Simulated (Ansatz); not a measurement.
Li: energy along a strain

Li, Im-3m, a = 3.500 Å (as given, not relaxed at this level: -0.7 GPa). Ansatz: PBEsol, PAW, 420 eV, Γ-centred 20×20×20 mesh on 1 atom, Gaussian smearing 0.15 eV; no spin polarisation. Cell vectors (Å): -1.750 1.750 1.750; 1.750 -1.750 1.750; 1.750 1.750 -1.750. The cell is strained by x per cent times the pattern (1 0 0 0 0 0) in the order xx yy zz yz xz xy (engineering shears), with fractional coordinates held. y is the free energy over the start, V0 = 21.438 Å³/atom.

```
x (%) y (meV/atom)
-6.00         -2.58
-4.50         -2.63
-3.00         -2.17
-1.50         -1.27
 0.00          0.00
 1.50             ?
 3.00          3.48
 4.50          5.68
 5.25          6.88
 6.00          8.16
```

Question: Fit y = c1 x + c2 x² + c3 x³ to the other rows, get the stiffness along the pattern, and predict the missing energy.

Answer: Least squares on the rows shown. y = 0.9588 x + 0.07670 x² − 0.001782 x³. The clamped-ion stiffness p·C·p = 2 × 0.7670 eV × 160.2 / 21.438 Å³ = 11.5 GPa, which is C11 in these axes (second derivative at the start, which stands under stress). With a term in x⁴ added, the coefficient of x² becomes 0.07201, 6 % less, which shows how far this figure hangs on the form. At x = 1.50 the fit asked for gives 1.60 meV/atom. The run gave 1.59 meV/atom, so the fit is 0.01 meV/atom too high, within the rms miss on the fitted rows (0.03 meV/atom).